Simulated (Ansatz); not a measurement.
## Li3Au

```yaml
crystal:
  lattice:
    - [0.00000, 3.15100, 3.15100]
    - [3.15100, 0.00000, 3.15100]
    - [3.15100, 3.15100, 0.00000]
  atoms:
    - { symbol: Li, position: [0.25000, 0.25000, 0.25000] }
    - { symbol: Li, position: [0.75000, 0.75000, 0.75000] }
    - { symbol: Li, position: [0.50000, 0.50000, 0.50000] }
    - { symbol: Au, position: [0.00000, 0.00000, 0.00000] }
```

Atoms are numbered in the order listed.

The cell is COD entry 1510223, as deposited and not checked against the literature; nothing was relaxed.

Spin–orbit coupling is left out, though it moves levels of the heavy atoms by tenths of an eV or more.

Levels of theory: DFT, PBEsol, all-electron LAPW, scalar-relativistic (Ansatz 0.2.0); DFT, PBEsol, PAW with Ansatz's default frozen-core files, scalar-relativistic (Ansatz 0.2.0).

For LAPW: a Γ-centred 10×10×10 k mesh, Fermi–Dirac smearing of 0.03 eV, basis error target 1 meV/atom, no spin polarisation. PAW takes a cutoff of 420 eV at this cell (files made with PBE, cores remade for this functional). The Ansatz runs share mesh, smearing and spin set-up. Values come from LAPW unless marked.

```
Pressure at this cell : -1.37 GPa
Volume per atom       : 15.64 Å³
```

(1) Give the computed value. Bader charges (from the PAW run).

(2) Predict this quantity. Band gap.

(3) Predict this quantity. Density of states at the Fermi level (0.2 eV bin).

(4) Give the computed value. Löwdin charges (with 0.33 e of the cell spilling out of the atomic basis, so their sizes and signs hang on that basis).

Results:

(1) Li1 +0.83, Li3 +0.83, Au4 -2.49 e.

(2) none: bands cross the Fermi level, a metal.

(3) 1.26 states/eV per cell.

(4) Li1 0.17, Li3 0.26, Au4 -0.26 e.
